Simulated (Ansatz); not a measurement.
**Two-dimensional strain map in W₂N₃**

Method: DFT PBE+D3(BJ), scalar-relativistic, plane waves, PAW in Ansatz. Settings: plane waves to 420 eV, k-mesh 18×18×4 (Γ-centred), Gaussian smearing 0.15 eV. Spin–orbit coupling is left out, which can shift energies with elements as heavy as these. No spin polarisation. Energies are free energies at this smearing, counted from the undisturbed cell; pressure is positive in compression.

Reference structure (relaxed at this level; it needn't be the usual structure):

```xyz
10
Lattice="2.8947 0.0000 0.0000 -1.4473 2.5069 0.0000 0.0000 0.0000 15.3046" Properties=species:S:1:pos:R:3 pbc="T T T"
W     1.4473    0.8356    2.3668
W     0.0000    1.6713   12.9378
W     0.0000    1.6713   10.0191
W     1.4473    0.8356    5.2855
N     1.4473    0.8356   14.0530
N     0.0000    1.6713    1.2516
N     0.0000    1.6713    6.4007
N     1.4473    0.8356    8.9038
N     1.4473    0.8356   11.4784
N     0.0000    1.6713    3.8261
```

The cell is strained by p along both x and y and by q along z, fractional coordinates fixed. Points are written (p, q).

Energy above the undisturbed cell in meV/atom (a dash: not computed):

| p \ q | -0.080 | 0.000 | 0.080 |
| --- | --- | --- | --- |
| -0.080 | 849.4 | 484.2 | 445.8 |
| 0.000 | 147.0 | 0.0 | 110.6 |
| 0.080 | 316.2 | 309.1 | 493.4 |

Pressure in GPa:

```csv
p \ q,-0.080,0.000,0.080
-0.080,138.0,83.4,46.6
0.000,29.6,0.0,-18.2
0.080,-19.2,-35.6,-44.3
```

Cost: 9 runs of about 14 core-minutes in all, on Intel Xeon Processor @ 2.50GHz (Skylake/Cascade Lake) (shared hosts).